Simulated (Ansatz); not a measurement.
SrCd, one cell by several methods

```yaml
crystal:
  lattice:
    - [4.00300, 0.00000, 0.00000]
    - [0.00000, 4.00300, 0.00000]
    - [0.00000, 0.00000, 4.00300]
  atoms:
    - { symbol: Sr, position: [0.50000, 0.50000, 0.50000] }
    - { symbol: Cd, position: [0.00000, 0.00000, 0.00000] }
```

Atoms are numbered in the order listed.

The conventional cell has a = 4.003 Å, b = 4.003 Å, c = 4.003 Å, α = 90.00°, β = 90.00°, γ = 90.00°. Sr (atom 1) is surrounded by 8 Cd at 3.47 Å. Around Cd (atom 2) lie 8 Sr at 3.47 Å.

The cell is COD entry 2310286, as deposited and not checked against the literature; nothing was relaxed.

Methods: DFT, LDA, PAW with Ansatz's default frozen-core files, scalar-relativistic (Ansatz 0.2.0); DFT, LDA, all-electron LAPW, scalar-relativistic (Ansatz 0.2.0).

For PAW: a Γ-centred 10×10×10 k mesh, Fermi–Dirac smearing of 0.08 eV, cutoff 420 eV, no spin polarisation; the PAW files were made with PBE, and the program remakes their frozen cores for this functional. LAPW targets a basis error of 0.5 meV/atom. The Ansatz runs share mesh, smearing and spin set-up. Plane-wave (PAW) pressures include the program's estimate of the Pulay term.

Stress and pressure are positive in compression.

Levels count from the Fermi level.

PAW results:

```json
{"quantity": "pressure (GPa)", "PAW": "-2.05"}
{"quantity": "highest filled level at R (eV)", "PAW": "-0.778"}
{"quantity": "highest filled level at X (eV)", "PAW": "-2.423"}
{"quantity": "lowest empty level at X (eV)", "PAW": "1.714"}
```

(1) What does LAPW (all electrons) give for the same quantities?

Answers

(1) 
| quantity | LAPW |
| --- | --- |
| pressure (GPa) | -2.06 |
| highest filled level at R (eV) | -0.778 |
| highest filled level at X (eV) | -2.423 |
| lowest empty level at X (eV) | 1.714 |
